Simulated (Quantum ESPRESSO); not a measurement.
## W3Ir3Ti2 (one composition in several site orders)

A calculation, not a measurement. The program is pw.x of Quantum ESPRESSO 7.5 (plane-wave density functional theory). The cell is made up: eight metal atoms on a hexagonal close-packed lattice, with elements, volume, strain and displacements drawn at random and not relaxed, so it may be unstable or far from any real phase. PseudoDojo standard norm-conserving files set the functional (PBE unless stated); there is no spin polarisation or spin-orbit coupling, the Fermi-Dirac width of 0.25 eV means electrons at about 2900 K, and the masses in the input are unused placeholders. Heavy elements are run without spin-orbit coupling, which real alloys of them have. A spin test at this wide smearing found no moment, but such smearing suppresses magnetism that the real alloy may have.

The runs put one composition on the sites in different orders. Cell, positions, cutoff, mesh and smearing stay as in the input of run 1; sites are counted in its order. Stress in the tables is positive in tension.

Input of run 1:

```
&control calculation='scf', pseudo_dir='./dojo.nc.sr.pbe.v0_5.standard.upf', outdir='./o', disk_io='minimal', tprnfor=.true., tstress=.true. /
&system ibrav=0, nat=8, ntyp=3, nbnd=77, ecutwfc=84.00895049, nosym=.true., tot_charge=0,
 occupations='smearing', smearing='fd', degauss=0.0183746611
/
&electrons conv_thr=1.470e-08, electron_maxstep=70, mixing_beta=0.5 /
ATOMIC_SPECIES
Ir 1.0 Ir.upf
Ti 1.0 Ti.upf
W 1.0 W.upf
CELL_PARAMETERS angstrom
-2.8668 -0.0106 -0.0226
-0.0172 4.8611 -4.439
-0.0538 -4.8247 -4.3988
ATOMIC_POSITIONS angstrom
W 0.0114 -0.0347 -0.0684
Ir 0.0136 1.6033 -2.222
Ti -0.0687 0.0989 -4.4295
W -0.0316 1.5929 -6.6665
Ir -1.4656 -0.8134 -2.2005
W -1.4673 -2.4398 -4.4766
Ir -1.4871 -0.7751 -6.6188
Ti -1.5118 2.4101 -4.3954
K_POINTS automatic
8 4 4 1 1 1
```

| run | elements on sites 1 to 8 | free energy less that of run 1 (eV) | -TS (eV) | pressure (GPa) | stress xx (GPa) | stress yy (GPa) | stress zz (GPa) | stress yz (GPa) | stress xz (GPa) | stress xy (GPa) | iterations |
| --- | --- | --- | --- | --- | --- | --- | --- | --- | --- | --- | --- |
| 1 | W Ir Ti W Ir W Ir Ti | 0.000 | -1.818 | 4.53 | 1.59 | -6.22 | -8.97 | -0.84 | 1.15 | 0.33 | 21 |
| 2 | Ir W Ir W Ti Ti Ir W | 0.187 | -1.766 | 5.78 | 0.30 | -4.29 | -13.37 | -1.00 | 0.84 | 0.60 | 20 |
| 3 | Ti Ir Ti Ir Ir W W W | 0.090 | -1.801 | 4.02 | 1.75 | -5.26 | -8.54 | -0.07 | 1.00 | 0.07 | 20 |
| 4 | Ti Ir W W Ir W Ir Ti | -0.042 | -1.817 | 4.54 | 1.97 | -6.43 | -9.16 | -1.32 | 0.99 | 0.28 | 19 |
| 5 | W Ir Ti Ir W Ir W Ti | 0.377 | -1.799 | 4.98 | 0.67 | -4.06 | -11.54 | -0.17 | 0.62 | 0.09 | 20 |
| 6 | W Ti Ir Ir Ti W W Ir | 0.288 | -1.688 | 5.01 | 0.97 | -6.69 | -9.31 | -1.80 | 0.58 | 0.79 | 21 |

Forces Fx Fy Fz (eV/Å):

| site | run 1 | run 2 | run 3 | run 4 | run 5 | run 6 |
| --- | --- | --- | --- | --- | --- | --- |
| 1 | -0.21 0.39 0.38 | -0.06 -0.12 0.55 | -0.09 -0.47 -0.38 | -0.15 0.16 -0.02 | 0.01 1.04 0.61 | -0.16 -0.74 1.87 |
| 2 | -0.09 0.09 0.03 | -0.19 0.96 -0.33 | -0.19 -0.29 0.09 | -0.14 0.23 0.16 | -0.01 0.29 -0.30 | -0.11 0.60 -1.42 |
| 3 | -0.04 -1.54 0.53 | 0.11 -1.23 0.04 | 0.00 -1.12 1.03 | 0.05 -1.49 0.47 | -0.02 -1.57 0.11 | 0.07 -1.42 0.38 |
| 4 | 0.07 0.74 -0.52 | -0.17 -0.36 0.29 | -0.08 0.72 -0.05 | 0.07 0.77 -0.19 | -0.11 0.77 0.04 | -0.21 0.74 -0.40 |
| 5 | 0.23 -0.31 -0.53 | 0.14 0.17 -0.51 | 0.11 -0.23 -0.43 | 0.06 -0.21 -0.50 | 0.12 -0.63 -0.81 | 0.08 -1.33 -1.27 |
| 6 | -0.13 0.05 0.10 | -0.05 0.26 -0.02 | -0.06 0.80 0.95 | -0.11 0.76 0.08 | -0.08 0.35 0.70 | 0.03 1.16 1.34 |
| 7 | -0.01 -0.16 -0.29 | -0.05 -0.27 -0.24 | 0.08 -0.22 -0.27 | 0.04 -0.19 -0.37 | 0.14 -0.43 0.13 | -0.01 0.40 -0.12 |
| 8 | 0.19 0.76 0.29 | 0.26 0.58 0.21 | 0.22 0.81 -0.94 | 0.18 -0.03 0.38 | -0.04 0.19 -0.47 | 0.30 0.58 -0.39 |

The sites are displaced and not relaxed, so the energy differences mix bonding between neighbours with strain and are not ordering energies. A rerun of one cell of this series at a higher cutoff and on a denser mesh moved values by no more than 0.008 eV in energy, 0.09 GPa in stress and 0.007 eV/Å in force, and a second program with other atomic files agreed on that cell to 2 % rms in force and 0.5 GPa in pressure.